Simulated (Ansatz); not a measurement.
# CaTl2Si2 in Ansatz, settings compared

Launch command:

```bash
ansatz run input.yaml --threads 1 --pin off --max-ram 2560MiB --backend cpu --events-out ev --progress --plain --runs-dir out
```

Input:

```yaml
crystal:
  lattice:
    - [0.0, 4.563934, 0.0]
    - [4.563934, 0.0, 0.0]
    - [2.281967, 2.281967, -5.648433]
  atoms:
    - { symbol: Si, position: [0.384, 0.384, 0.232] }
    - { symbol: Si, position: [0.616, 0.616, 0.768] }
    - { symbol: Ca, position: [0.0, 0.0, 0.0] }
    - { symbol: Tl, position: [0.75, 0.25, 0.5] }
    - { symbol: Tl, position: [0.25, 0.75, 0.5] }
  symmetry: { tolerance: 0.0003 }
kpoints:
  mp_grid: { grid: [4, 4, 4], shift: [0, 0, 0] }
magnetization:
  spin_polarized: false
scf:
  occupations: { method: fermi_dirac }
hamiltonian:
  pseudopotentials: { kind: paw }
  xc: r2scan
basis:
  ecutwfc: 500
output:
  forces: true
  stress: true
  eigenvalues: true
```

Origin of the cell: a known structure type with other elements, at an estimated volume, so it need not be a known compound.

The smearing width isn't typed, so it takes its default of 0.1 eV.

Output of this run (shortened):

```
Pseudopotentials: kind: paw
Pseudopotential: Si, paw, valence charge 4, recommended cutoff 500 eV (meta_gga), Si.paw.azcp
Pseudopotential: Ca, paw, valence charge 10, recommended cutoff 500 eV (meta_gga), Ca.paw.azcp
Pseudopotential: Tl, paw, valence charge 13, recommended cutoff 500 eV (meta_gga), Tl.paw.azcp
Functional definition: r2SCAN
  exchange = r2scan_x(k0 = k0, k1 = k1, a1 = a1)
  correlation = r2scan_c
Crystal: 5 atoms, lattice volume = 117.654 Å³
Basis set: ecut = 500 eV, 3041 PW (Γ), exchange–correlation on 144×144×192 points (64 copies of the dense FFT grid, shifted against one another)
Bands: 27, of which v1, the nominal top of the filled ones, is band 22 counted from 1 (21 counted from 0)
Symmetry: 16 space group operations
[… 11 lines left out …]
Initial density: superposition of atomic densities (neutral atoms: chi_scale 0, normalization atom), corrected by the library's trained network
Functional: x = r2scan, c = r2scan; τ floored in thin density (d = 2e-4 eV/Å³)
SCF iter   1: F=—  HF=-26015.784706 eV  Δρ=8.15e-3  dr2=9.68e-2  dr2_τ=4.10e-2
SCF iter   2: F=—  HF=-26015.833700 eV  Δρ=3.99e-3  dr2=3.38e-2  dr2_τ=9.73e-4
SCF iter   3: F=—  HF=-26015.827090 eV  Δρ=1.14e-3  dr2=4.44e-3  dr2_τ=1.24e-4
SCF iter   4: F=—  HF=-26015.826724 eV  Δρ=3.39e-4  dr2=3.41e-4  dr2_τ=7.47e-6
SCF iter   5: F=—  HF=-26015.826712 eV  Δρ=6.94e-5  dr2=6.64e-6  dr2_τ=3.94e-7
SCF iter   6: F=—  HF=-26015.826715 eV  Δρ=2.01e-5  dr2=4.83e-7  dr2_τ=1.82e-8
SCF iter   7: F=-26015.826715 eV  HF=-26015.826715 eV  Δρ=6.05e-6  dr2=6.87e-8  dr2_τ=2.04e-9
SCF 1 converged in 7 iterations: F = -26015.826715 eV  dr2 = 6.87e-8
SCF converged after 7 iterations
Free energy (F): -26015.826715 eV
Harris-Foulkes:  -26015.826715 eV  (|F-HF|=2.07e-8)
Internal energy: -26015.722643 eV  (E = F + TS)
E sigma→0 (E₀):  -26015.774679 eV
Entropy (-TS):   -0.104072 eV (-20.814 meV/atom)
Fermi energy:    9.944039 eV
--- Per-component energies (eV) ---
  E_band       = -128.126658
  E_kinetic    = 1032.252813
  E_local      = -2876.179798  (includes V_loc(G=0)·N_el)
  E_nonlocal   = 747.222761
  E_hartree    = 1083.829359
  E_xc         = -676.903668
  E_vxc        = -608.008061  (∫ρ·V_xc dr)
  E_paw        = -22289.763986  (= ΣΔE_a)
  E_vpaw       = -631.249979  (= ΣTr[D̂ρ^β])
  E_aug_tail   = 0.000039  (compensation charges beyond the density's cutoff)
  E_vtau       = 40.175955  (kinetic-family band-sum trace: ∫τ·v_τ [+ j·A + Jᵃ·Aᵃ] dr)
  E_ewald      = -3037.886153
  E_core_change = 1.705991  (= ΣΔE_core)
  E_smearing   = -0.104072  (= −TS)
  Σ components = -26015.826715   (vs F -26015.826715, Δ=0.00e0)
--- Forces (eV/Å), atoms counted from 1 ---
  atom   1  Si    -0.000000     0.000000     1.852557
  atom   2  Si     0.000000     0.000000    -1.852557
  atom   3  Ca     0.000000     0.000000     0.000000
  atom   4  Tl    -0.000000     0.000000     0.000000
  atom   5  Tl     0.000000     0.000000    -0.000000
  max |Σ_I F_I| component: 1.39e-17 eV/Å
--- Stress (GPa, compression-positive) ---
        7.200534       0.000000      -0.000000
        0.000000       7.200534       0.000000
       -0.000000       0.000000       1.353854
  P = ⅓ Tr σ = 5.2516 GPa (52.516 kbar)
```

The same input was run again with these changes:

1. `scf.occupations.method` fermi_dirac → methfessel_paxton; `scf.occupations.width` default → 0.3; `scf.lower_state_search` default → "off"; `kpoints.mp_grid.grid` [4, 4, 4] → [2, 2, 2]
2. `scf.occupations.method` fermi_dirac → cold; `scf.occupations.width` default → 0.05; `hamiltonian.xc` r2scan → lda
3. `accuracy` default → high
4. `basis.ecutrho_ratio` default → 8; `scf.lower_state_search` default → light

| run | end | SCF iterations | P (GPa) | max force component (eV/Å) | moment (μB) | ΔE(σ→0) (meV/atom) |
| --- | --- | --- | --- | --- | --- | --- |
| base | converged | 7 | 5.25 | 1.853 | – | 0 |
| 1 | converged | 8 | 8.33 | 2.099 | – | 212.90 |
| 2 | converged | 6 | 1.92 | 1.633 | – | – |
| 3 | converged | 10 | 5.25 | 1.853 | – | 0.00 |
| 4 | converged | 7 | 5.25 | 1.853 | – | 0.00 |

Energies are compared only where functional, datasets, charge and starting cell are the same.

Not properties of the system: run 1 (too coarse or loose: `scf.occupations.width` = 0.3, `kpoints.mp_grid.grid` = [2, 2, 2]).

Caveats of the base run: no spin-orbit coupling, though heavy elements are present; the k mesh is coarse if the cell is a metal.

Run 1: wide smearing.

The base run took 9.5 s of wall time on 1 CPU thread(s) of a shared host, from the program's own first density.
